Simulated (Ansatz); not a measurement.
Ti:
```yaml
crystal:
  lattice:
    - [2.92964, 0.00000, 0.00000]
    - [-1.46482, 2.53714, 0.00000]
    - [0.00000, 0.00000, 4.63334]
  atoms:
    - { symbol: Ti, position: [0.33333, 0.66667, 0.75000] }
    - { symbol: Ti, position: [0.66667, 0.33333, 0.25000] }
```

Relaxed with r²SCAN+D4. Special points in fractions of this cell's reciprocal vectors: Γ (0.000, 0.000, 0.000); M (0.500, 0.000, 0.000); K (0.333, 0.333, 0.000); A (0.000, 0.000, 0.500); L (0.500, 0.000, 0.500); H (0.333, 0.333, 0.500).

**Question.** List the band energies nearest the Fermi level at these points for DFT-r²SCAN+D4 in the program Ansatz with PAW potentials.

**Answer.** In eV from the Fermi level; about four levels below and three above (degenerate sets whole), none deeper than 8.9 eV; points with the same levels are listed once.

```json
[
 {"k": "Γ", "below": "-6.67 -2.89", "above": "0.60 0.86 0.86"},
 {"k": "M", "below": "-2.54 -2.32 -1.97 -0.84", "above": "0.60 0.70 1.27"},
 {"k": "K", "below": "-1.78 -1.57 -1.57 -1.45", "above": "0.29 0.29 1.65"},
 {"k": "A", "below": "-4.70 -4.70", "above": "0.06 0.06 0.77 0.77 0.77 0.77"},
 {"k": "L", "below": "-2.71 -2.71 -0.89 -0.89", "above": "1.26 1.26 1.91 1.91"},
 {"k": "H", "below": "-1.10 -1.10 -0.35 -0.35", "above": "1.85 1.85 3.34 3.34"}
]
```

Space group P6_3/mmc (hcp (Mg type)). The r²SCAN+D4 relaxation kept the symmetry of its start. No spin polarisation was allowed. The pairwise dispersion correction was not fitted to metals.

Potentials: the later of the program's two PAW sets.
